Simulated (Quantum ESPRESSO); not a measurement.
## Si3O4NF (one run as intended and one with a planted mistake)

Computed values, not a measurement. The program is pw.x of Quantum ESPRESSO 7.5 (plane-wave density functional theory). The cell is made up: 9 atoms on a quartz lattice, with randomly drawn elements, strain and displacements, not relaxed. PseudoDojo standard norm-conserving files (v0.5 for PBE, v0.4.1 for LDA and PBEsol) set the functional; there is no spin polarisation, spin-orbit coupling or dispersion term, and the masses in the input are unused placeholders.

Intended input:

```
&control calculation='scf', pseudo_dir='./dojo.nc.sr.pbe.v0_5.standard.upf', outdir='./o', disk_io='low', tprnfor=.true., tstress=.true. /
&system ibrav=0, nat=9, ntyp=4, nbnd=30, ecutwfc=84.00895049, nosym=.true., tot_charge=0,
 occupations='smearing', smearing='fd', degauss=0.0018374661
/
&electrons conv_thr=7.350e-09, electron_maxstep=60, /
ATOMIC_SPECIES
F 1.0 F.upf
N 1.0 N.upf
O 1.0 O.upf
Si 1.0 Si.upf
CELL_PARAMETERS angstrom
5.0397 0.0 0.0
-2.5198 4.3645 0.0
0.0 0.0 5.5316
ATOMIC_POSITIONS angstrom
Si 2.3315 -0.0185 3.6723
Si -1.1335 2.044 1.8335
Si 1.3311 2.3048 0.0153
O 1.3937 1.1637 4.3604
O 3.3133 0.6749 2.4832
N 2.8488 2.5631 0.6416
O 0.3193 1.7726 1.1597
O -1.126 3.2296 3.0625
F 0.7919 3.704 4.8541
K_POINTS automatic
5 5 4 1 1 1
```

The log is shortened where brackets say so; the opening notice, blank lines, dates and the lines on written files are dropped, and the path of the files is cut. It prints rydbergs, bohrs and kilobars, and counts compression as positive stress. Where no state is partly filled, the Fermi energy that it prints is only some level between the filled and the empty states on the mesh, and need not lie in the true gap.

Log of the intended run:

```
     Program PWSCF v.7.5
     Parallel version (MPI & OpenMP), running on       4 processor cores
     Number of MPI processes:                 4
     Threads/MPI process:                     1
     [start-up lines left out]
     bravais-lattice index     =            0
     lattice parameter (alat)  =       9.5237  a.u.
     unit-cell volume          =     821.0820 (a.u.)^3
     number of atoms/cell      =            9
     number of atomic types    =            4
     number of electrons       =        48.00
     number of Kohn-Sham states=           30
     kinetic-energy cutoff     =      84.0090  Ry
     charge density cutoff     =     336.0358  Ry
     scf convergence threshold =      7.3E-09
     mixing beta               =       0.7000
     number of iterations used =            8  plain     mixing
     Exchange-correlation= PBE
                           (   1   4   3   4   0   0   0)
     [axes and pseudopotential details left out]
   Cartesian axes
     site n.     atom                  positions (alat units)
         1        Si     tau(   1) = (   0.4626267  -0.0036709   0.7286743  )
         2        Si     tau(   2) = (  -0.2249142   0.4055797   0.3638113  )
         3        Si     tau(   3) = (   0.2641229   0.4573288   0.0030359  )
         4        O      tau(   4) = (   0.2765442   0.2309066   0.8652102  )
         5        O      tau(   5) = (   0.6574399   0.1339167   0.4927277  )
         6        N      tau(   6) = (   0.5652717   0.5085819   0.1273092  )
         7        O      tau(   7) = (   0.0633569   0.3517273   0.2301129  )
         8        O      tau(   8) = (  -0.2234260   0.6408318   0.6076751  )
         9        F      tau(   9) = (   0.1571324   0.7349644   0.9631724  )
     number of k points=    50  Fermi-Dirac smearing, width (Ry)=  0.0018
                       cart. coord. in units 2pi/alat
        k(    1) = (   0.1000000   0.1732043   0.1138843), wk =   0.0400000
        k(    2) = (   0.1000000   0.1732043   0.3416530), wk =   0.0400000
     [further k points left out]
     Dense  grid:    85411 G-vectors     FFT dimensions: (  60,  60,  64)
     Estimated max dynamical RAM per process >     173.92 MB
     Estimated total dynamical RAM >     633.12 MB
     Initial potential from superposition of free atoms
     starting charge      47.9981, renormalised to      48.0000
     Starting wfcs are   36 randomized atomic wfcs
     total cpu time spent up to now is        2.8 secs
     per-process dynamical memory:   132.0 Mb
     Self-consistent Calculation
     iteration #  1     ecut=    84.01 Ry     beta= 0.70
     Davidson diagonalization with overlap
     ethr =  1.00E-02,  avg # of iterations =  3.0
     total cpu time spent up to now is        7.4 secs
     total energy              =    -227.20307384 Ry
     estimated scf accuracy    <       2.65859592 Ry
     iteration #  2     ecut=    84.01 Ry     beta= 0.70
     Davidson diagonalization with overlap
     ethr =  5.54E-03,  avg # of iterations =  3.0
     total cpu time spent up to now is       11.6 secs
     total energy              =    -227.78764404 Ry
     estimated scf accuracy    <       2.56093128 Ry
     [iterations 3 to 10 left out]
     iteration # 11     ecut=    84.01 Ry     beta= 0.70
     Davidson diagonalization with overlap
     ethr =  2.12E-09,  avg # of iterations =  3.1
     total cpu time spent up to now is       48.8 secs
     total energy              =    -228.33543960 Ry
     estimated scf accuracy    <       0.00000002 Ry
     iteration # 12     ecut=    84.01 Ry     beta= 0.70
     Davidson diagonalization with overlap
     ethr =  5.02E-11,  avg # of iterations =  3.1
     total cpu time spent up to now is       52.9 secs
     End of self-consistent calculation
     [lines on levels left out]
     the Fermi energy is     5.3166 ev
!    total energy              =    -228.33543961 Ry
     estimated scf accuracy    <          1.4E-09 Ry
     smearing contrib. (-TS)   =      -0.00000000 Ry
     internal energy E=F+TS    =    -228.33543961 Ry
     The total energy is F=E-TS. E is the sum of the following terms:
     one-electron contribution =    -112.16534073 Ry
     hartree contribution      =      80.74241364 Ry
     xc contribution           =     -60.72485248 Ry
     ewald contribution        =    -136.18766004 Ry
     convergence has been achieved in  12 iterations
     Forces acting on atoms (cartesian axes, Ry/au):
     atom    1 type  4   force =    -0.05379936    0.15689561   -0.11606812
     atom    2 type  4   force =    -0.10240475    0.06331693   -0.06871573
     atom    3 type  4   force =     0.18358449   -0.13382442    0.12918456
     atom    4 type  3   force =     0.00555289   -0.02800623   -0.03150408
     atom    5 type  3   force =    -0.02713779   -0.08233642    0.11098946
     atom    6 type  2   force =    -0.02169676    0.01316873   -0.02101969
     atom    7 type  3   force =    -0.01187591    0.01256007    0.00822280
     atom    8 type  3   force =     0.03470703   -0.04656426   -0.00338814
     atom    9 type  1   force =    -0.00692982    0.04478998   -0.00770106
     Total force =     0.396350     Total SCF correction =     0.000073
     Computing stress (Cartesian axis) and pressure
          total   stress  (Ry/bohr**3)                   (kbar)     P=      -14.40
  -0.00018734  -0.00003492   0.00025625          -27.56       -5.14       37.70
  -0.00003492   0.00003635  -0.00018837           -5.14        5.35      -27.71
   0.00025625  -0.00018837  -0.00014272           37.70      -27.71      -20.99
     init_run     :      2.59s CPU      2.70s WALL (       1 calls)
     electrons    :     49.77s CPU     50.15s WALL (       1 calls)
     forces       :      0.79s CPU      0.80s WALL (       1 calls)
     stress       :      2.52s CPU      2.53s WALL (       1 calls)
     [timing details left out]
     PWSCF        :     55.77s CPU     56.30s WALL
     JOB DONE.
```

A second run has one planted mistake: the self-consistency threshold is too loose. The input lines that differ, file-writing options aside:

```
- &electrons conv_thr=7.350e-09, electron_maxstep=60, /
+ &electrons conv_thr=1.470e-02, electron_maxstep=60, /
```

Its log:

```
     Program PWSCF v.7.5
     Parallel version (MPI & OpenMP), running on       4 processor cores
     Number of MPI processes:                 4
     Threads/MPI process:                     1
     [start-up lines left out]
     bravais-lattice index     =            0
     lattice parameter (alat)  =       9.5237  a.u.
     unit-cell volume          =     821.0820 (a.u.)^3
     number of atoms/cell      =            9
     number of atomic types    =            4
     number of electrons       =        48.00
     number of Kohn-Sham states=           30
     kinetic-energy cutoff     =      84.0090  Ry
     charge density cutoff     =     336.0358  Ry
     scf convergence threshold =      1.5E-02
     mixing beta               =       0.7000
     number of iterations used =            8  plain     mixing
     Exchange-correlation= PBE
                           (   1   4   3   4   0   0   0)
     [axes and pseudopotential details left out]
   Cartesian axes
     site n.     atom                  positions (alat units)
         1        Si     tau(   1) = (   0.4626267  -0.0036709   0.7286743  )
         2        Si     tau(   2) = (  -0.2249142   0.4055797   0.3638113  )
         3        Si     tau(   3) = (   0.2641229   0.4573288   0.0030359  )
         4        O      tau(   4) = (   0.2765442   0.2309066   0.8652102  )
         5        O      tau(   5) = (   0.6574399   0.1339167   0.4927277  )
         6        N      tau(   6) = (   0.5652717   0.5085819   0.1273092  )
         7        O      tau(   7) = (   0.0633569   0.3517273   0.2301129  )
         8        O      tau(   8) = (  -0.2234260   0.6408318   0.6076751  )
         9        F      tau(   9) = (   0.1571324   0.7349644   0.9631724  )
     number of k points=    50  Fermi-Dirac smearing, width (Ry)=  0.0018
                       cart. coord. in units 2pi/alat
        k(    1) = (   0.1000000   0.1732043   0.1138843), wk =   0.0400000
        k(    2) = (   0.1000000   0.1732043   0.3416530), wk =   0.0400000
     [further k points left out]
     Dense  grid:    85411 G-vectors     FFT dimensions: (  60,  60,  64)
     Estimated max dynamical RAM per process >     173.92 MB
     Estimated total dynamical RAM >     633.12 MB
     Initial potential from superposition of free atoms
     starting charge      47.9981, renormalised to      48.0000
     Starting wfcs are   36 randomized atomic wfcs
     total cpu time spent up to now is        2.7 secs
     per-process dynamical memory:   135.5 Mb
     Self-consistent Calculation
     iteration #  1     ecut=    84.01 Ry     beta= 0.70
     Davidson diagonalization with overlap
     ethr =  1.00E-02,  avg # of iterations =  3.0
     total cpu time spent up to now is        7.3 secs
     total energy              =    -227.20307384 Ry
     estimated scf accuracy    <       2.65859592 Ry
     iteration #  2     ecut=    84.01 Ry     beta= 0.70
     Davidson diagonalization with overlap
     ethr =  5.54E-03,  avg # of iterations =  3.0
     total cpu time spent up to now is       11.6 secs
     total energy              =    -227.78764404 Ry
     estimated scf accuracy    <       2.56093128 Ry
     iteration #  3     ecut=    84.01 Ry     beta= 0.70
     Davidson diagonalization with overlap
     ethr =  5.34E-03,  avg # of iterations =  2.1
     total cpu time spent up to now is       15.1 secs
     total energy              =    -228.30638192 Ry
     estimated scf accuracy    <       0.11686451 Ry
     iteration #  4     ecut=    84.01 Ry     beta= 0.70
     Davidson diagonalization with overlap
     ethr =  2.43E-04,  avg # of iterations =  6.4
     total cpu time spent up to now is       20.0 secs
     End of self-consistent calculation
     [lines on levels left out]
     the Fermi energy is     5.4208 ev
!    total energy              =    -228.33030959 Ry
     estimated scf accuracy    <       0.01397040 Ry
     smearing contrib. (-TS)   =       0.00000000 Ry
     internal energy E=F+TS    =    -228.33030959 Ry
     The total energy is F=E-TS. E is the sum of the following terms:
     one-electron contribution =    -112.27612148 Ry
     hartree contribution      =      80.91711095 Ry
     xc contribution           =     -60.78363902 Ry
     ewald contribution        =    -136.18766004 Ry
     convergence has been achieved in   4 iterations
     Forces acting on atoms (cartesian axes, Ry/au):
     atom    1 type  4   force =    -0.05162903    0.15338957   -0.11505240
     atom    2 type  4   force =    -0.10453611    0.06141345   -0.06756859
     atom    3 type  4   force =     0.18082362   -0.12952251    0.12069786
     atom    4 type  3   force =     0.01069677   -0.02606335   -0.02651259
     atom    5 type  3   force =    -0.02837838   -0.07279011    0.10455981
     atom    6 type  2   force =    -0.02288970    0.00372260   -0.00963602
     atom    7 type  3   force =    -0.01643636    0.01775794    0.00534792
     atom    8 type  3   force =     0.03482315   -0.04925852   -0.00965137
     atom    9 type  1   force =    -0.00247396    0.04135094   -0.00218463
     Total force =     0.384666     Total SCF correction =     0.131774
     SCF correction compared to forces is large: reduce conv_thr to get better values
     Computing stress (Cartesian axis) and pressure
          total   stress  (Ry/bohr**3)                   (kbar)     P=       -9.38
  -0.00025192  -0.00007359   0.00019626          -37.06      -10.83       28.87
  -0.00007359   0.00015473  -0.00021387          -10.83       22.76      -31.46
   0.00019626  -0.00021387  -0.00009404           28.87      -31.46      -13.83
     init_run     :      2.51s CPU      2.63s WALL (       1 calls)
     electrons    :     17.16s CPU     17.36s WALL (       1 calls)
     forces       :      0.79s CPU      0.81s WALL (       1 calls)
     stress       :      2.64s CPU      2.65s WALL (       1 calls)
     [timing details left out]
     PWSCF        :     23.18s CPU     23.56s WALL
     JOB DONE.
```

|  | intended run | run with the mistake |
| --- | --- | --- |
| free energy (eV) | -3106.662 | -3106.592 |
| smearing term -TS (eV) | 0.0000 | 0.0000 |
| pressure (GPa) | -1.44 | -0.94 |
| largest force component (eV/Å) | 4.720 | 4.649 |
| largest change of a force component (eV/Å) |  | 0.293 |
| iterations | 12 | 4 |

For scale, a rerun of the intended cell at a cutoff of 1437 eV and k mesh 7 x 7 x 6 moved values by no more than 0.002 eV in energy, 0.02 GPa in stress and 0.002 eV/Å in force.